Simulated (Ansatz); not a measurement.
A geometry of CeO$_{2}$ away from equilibrium: the start of the relaxation of a relaxed CeO2 cell, doubled along one cell vector, shaken by Gaussian noise of σ = 0.08 Å a coordinate. Method: r2SCAN (plane waves to 500 eV, PAW, scalar-relativistic; Ansatz, a first-principles code). Γ-centred k-mesh 6×3×6 on the run's cell (coarser than for final values), Fermi–Dirac smearing 0.05 eV.

```xyz
6
Lattice="0.0000 2.7189 2.7189 5.4377 0.0000 5.4377 2.7189 2.7189 0.0000" Properties=species:S:1:pos:R:3 pbc="T T T"
Ce    -0.0091     0.0903     0.0203
Ce     2.7586     0.0203     2.7603
O      1.2810     1.3638     1.2286
O      3.9142     1.3603     4.2957
O      4.0108     4.0922     4.0236
O      6.8266     4.0224     6.8614
```

Problem. Give the Cartesian forces on all atoms (eV/Å).

Solution. 
```
atom     Fx     Fy     Fz
----  -----  -----  -----
Ce1    0.19  -1.47   0.31
Ce2   -1.32   0.63  -0.33
O3     0.74   0.16   1.36
O4     0.81   0.06  -1.63
O5     0.41  -0.48   0.98
O6    -0.83   1.10  -0.69
```

Problem. What is the pressure?

Solution. +3.4 GPa, compression positive.

No spin polarisation in the result. The d or f electrons are treated with no Hubbard U. The 4f state was not searched, so a lower electronic state may exist.
